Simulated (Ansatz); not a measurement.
Al:
Space group P6₃/mmc (No. 194); a = 2.8188 Å, b = 2.8188 Å, c = 9.1789 Å, α = 90.00°, β = 90.00°, γ = 120.00°

| atom | site | symmetry | x | y | z |
|---|---|---|---|---|---|
| Al | 2a | -3m. | 0.0000 | 0.0000 | 0.0000 |
| Al | 2c | -6m2 | 0.3333 | 0.6667 | 0.2500 |

Relaxed at zero pressure with the program Ansatz at the r²SCAN+D4 level (PAW).

Q: The volume is raised by 3 % and shape and atoms relax at that volume. What pressure results, and how do the axes share the change?

A: -2.6 GPa; a 1.0 %, b 1.0 %, c 1.0 %; the energy rises by 4 meV/atom.

Q: Give the new structure.

A: 
Space group P6₃/mmc (No. 194); a = b = 2.8460 Å, c = 9.2744 Å, α = β = 90.00°, γ = 120.00°

```tsv
atom	site	symmetry	x	y	z
Al	2a	-3m.	0.0000	0.0000	0.0000
Al	2c	-6m2	0.3333	0.6667	0.2500
```

The phase is kept; no other phase was compared at this pressure.

Space group P6_3/mmc (dhcp (α-La type)). The first step of the workflow began from a Materials Project structure, measured or hypothetical; the Crystallography Open Database copy checked does not list it. It is not the phase usual at ambient conditions (space group No. 225). The cell was relaxed with r²SCAN+D4 under the symmetry of its start; its stability against distortions is not shown here. The pairwise dispersion correction was not fitted to metals. Axis ratios of metals converge slowly with the k-mesh, so a and c are less sure than the volume.

Potentials: the later of the program's two PAW sets.
